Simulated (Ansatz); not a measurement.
Given:

TiGe₂:
Space group P6/mmm (No. 191); a = b = 4.611 Å, c = 2.629 Å, α = β = 90.00°, γ = 120.00°

| atom | site | symmetry | x | y | z |
|---|---|---|---|---|---|
| Ti | 1a | 6/mmm | 0.0000 | 0.0000 | 0.0000 |
| Ge | 2d | -6m2 | 0.3333 | 0.6667 | 0.5000 |

This is the r²SCAN+D4-relaxed structure.

**Question.** All from plane-wave PAW r²SCAN+D4 (Ansatz code), unless another level is named. Estimate the electronic character.

**Answer.** metallic (no gap).

**Question.** Predict the density of states at the Fermi level.

**Answer.** 0.56 states/eV per atom (mean over ±0.08 eV).

**Question.** What about the gap with spin–orbit coupling?

**Answer.** none (metallic).

A made-up cell: these elements were put on the sites of a structure type; neither database checked (COD, Materials Project) lists it. COD files the formula under space group No. 70, so this cell is another polymorph or a model. Its standing as an ambient phase is unchecked. The r²SCAN+D4 relaxation kept the symmetry of its start; its stability against distortions is not shown here. The run is not spin-polarised. Spin–orbit coupling is left out wherever it is not named.

Potentials: the earlier of the program's two PAW sets.
